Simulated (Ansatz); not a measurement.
# SiO2: the gap against volume

SiO2, P4_12_12, a = 4.985 Å, c = 6.925 Å. This isn't the usual stable structure of the compound. Ansatz: r2SCAN, PAW, 500 eV, Γ-centred 6×6×4 mesh on 12 atoms, Gaussian smearing 0.02 eV; no spin polarisation. Shape and atoms are relaxed at each volume; x = ln(V/V0) with V0 = 14.341 Å³/atom. The gap is read at the mesh points alone.

```tsv
x	gap y (eV)
-0.0619	6.466
-0.0305	?
0.0000	6.341
0.0296	6.282
0.0583	6.225
```

Q: Fit a straight line to the other rows, give the volume deformation potential of the gap and its pressure coefficient, and predict the missing gap. B0 = 14.6 GPa.

A: Means x = 0.006500, y = 6.3285; Σ(Δx)² = 0.007938, ΣΔxΔy = -0.01592; the slope is their ratio. y = 6.3415 − 2.0058 x. The slope is the deformation potential a = dE_g/d ln V = -2.01 eV, and dE_g/dP = −a/B0 = 137 meV/GPa. At x = -0.0305 the fit asked for gives 6.403 eV. The run gave 6.403 eV, the same to the digits shown.

Semilocal functionals give gaps under the measured ones; changes of the gap mostly carry over better.

Cost: 5 runs of about 27 core-minutes in all, on AMD EPYC (Zen 3) (shared hosts).